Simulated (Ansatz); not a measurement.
Sn3Se: moving Sn off its site

Sn3Se, Fm-3m, a = 7.316 Å. The structure is a Materials Project entry; whether it is the stable form wasn't checked. Ansatz: PBEsol, PAW, 420 eV, Γ-centred 12×12×12 mesh on 4 atoms, Gaussian smearing 0.15 eV; no spin polarisation.

```yaml
crystal:
  lattice:
    - [0.00000, 3.65819, 3.65819]
    - [3.65819, 0.00000, 3.65819]
    - [3.65819, 3.65819, 0.00000]
  atoms:
    - { symbol: Sn, position: [0.25000, 0.25000, 0.25000] }
    - { symbol: Sn, position: [0.75000, 0.75000, 0.75000] }
    - { symbol: Sn, position: [0.50000, 0.50000, 0.50000] }
    - { symbol: Se, position: [0.00000, 0.00000, 0.00000] }
```

Atom 3 (Sn) moves by x along the unit vector (0.000, 0.000, 1.000), with its periodic images; all else is held. y is the free energy of the cell over the start, F the force along the path summed over the moved atoms. Symmetry makes y even in x.

| x (Å) | y (meV) | F (eV/Å) |
| --- | --- | --- |
| -0.1000 | ? | ? |
| -0.0333 | 1.70 | 0.10 |
| 0.0000 | 0.00 | 0.00 |
| 0.0167 | 0.43 | -0.05 |
| 0.0500 | 3.84 | -0.15 |
| 0.0667 | 6.83 | -0.20 |
| 0.0833 | 10.64 | -0.25 |

**Question.** Fit y = c2 x² + c4 x⁴ to the energies of the other rows, give the force constant, and predict energy and force of the missing row.

**Answer.** Least squares on the rows shown. y = 1537.2 x² − 537.82 x⁴. The force constant is 2 c2 = 3.07 eV/Å² (for all images moving together, not for a lone atom). The force −dy/dx at the missing row is 0.31 eV/Å (computed 0.31). At x = -0.1000 the fit asked for gives 15.32 meV. The run gave 15.32 meV, the same to the digits shown. The form still works here, 20 % of the fitted range beyond its end.

Cost: 7 runs of about 2.6 core-minutes in all, on Intel Xeon 6975P-C (Granite Rapids) (shared hosts).